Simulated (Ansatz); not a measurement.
## Relaxing Mg

Level of theory: DFT r2SCAN, scalar-relativistic, plane waves, PAW (Ansatz 0.2.0). Settings: 500 eV cutoff, 18×18×6 k-mesh, Gaussian smearing of 0.10 eV, no spin polarisation.

What was changed: biaxial strain in the a-b plane, c and atoms relaxed: +4.5 %.

Command:

```bash
ansatz run input.yaml --threads 1 --pin off --max-ram 2560MiB --backend cpu --events-out ev --progress --plain --runs-dir out
```

Input:

```yaml
crystal:
  lattice:
    - [3.3339482523, 0.0, 0.0]
    - [-1.6669741261, 2.8872838814, 0.0]
    - [0.0, 0.0, 9.9885982431]
  atoms:
    - { symbol: Mg, position: [0.0, 0.0, 0.0] }
    - { symbol: Mg, position: [0.3333333333, 0.6666666667, 0.25] }
    - { symbol: Mg, position: [0.0, 0.0, 0.5] }
    - { symbol: Mg, position: [0.6666666667, 0.3333333333, 0.75] }
basis:
  ecutwfc: 500
kpoints:
  mp_grid: { grid: [18, 18, 6] }
hamiltonian:
  xc: r2scan
scf:
  occupations: { method: gaussian, width: 0.1 }
output:
  forces: true
  stress: true
  eigenvalues: true
relax:
  adjacent_minimum: "off"
  f_tol: 0.008
  max_steps: 40
  cell: { stress_tol: 0.015, fix: [a, b, gamma] }
```

F is the free energy. Steps run on the plane waves of an earlier cell, but the last one, and at times one on the way, on a freshly chosen basis, so a repeated geometry can differ a little in energy. The held parts of the cell keep their stress, so P needn't end at zero.

Steps:

| step | F − F(1) (eV) | largest force component (eV/Å) | V (Å³/atom) | P (GPa) |
| --- | --- | --- | --- | --- |
| 1 | 0.0000 | 0.000 | 24.038 | -1.84 |
| 2 | -0.0023 | 0.000 | 24.244 | -2.15 |
| 3 | -0.0023 | 0.000 | 24.278 | -2.20 |
| 4 | -0.0025 | 0.000 | 24.278 | -2.20 |

Relaxed structure:

```cif
data_structure
_symmetry_space_group_name_H-M 'P 1'
_symmetry_Int_Tables_number 1
_cell_length_a 3.3339
_cell_length_b 3.3339
_cell_length_c 10.0886
_cell_angle_alpha 90.000
_cell_angle_beta 90.000
_cell_angle_gamma 120.000
_cell_volume 97.11
loop_
_atom_site_label
_atom_site_type_symbol
_atom_site_fract_x
_atom_site_fract_y
_atom_site_fract_z
_atom_site_occupancy
Mg1 Mg 0.00000 0.00000 0.00000 1
Mg2 Mg 0.33333 0.66667 0.25000 1
Mg3 Mg 0.00000 0.00000 0.50000 1
Mg4 Mg 0.66667 0.33333 0.75000 1
```

Symmetry: P6_3/mmc, No. 194, hexagonal system. Conventional cell: a = 3.334 Å, b = 3.334 Å, c = 10.089 Å, α = 90.00°, β = 90.00°, γ = 120.00°. Around Mg (site symmetry -3m) lie 12 Mg at 3.17 to 3.33 Å. Around Mg (site symmetry -6m2) lie 12 Mg at 3.17 to 3.33 Å.

The run converged. The run took 2.5 min on 1 thread of Arm Neoverse V1, on a shared host, peak memory 0.76 GiB.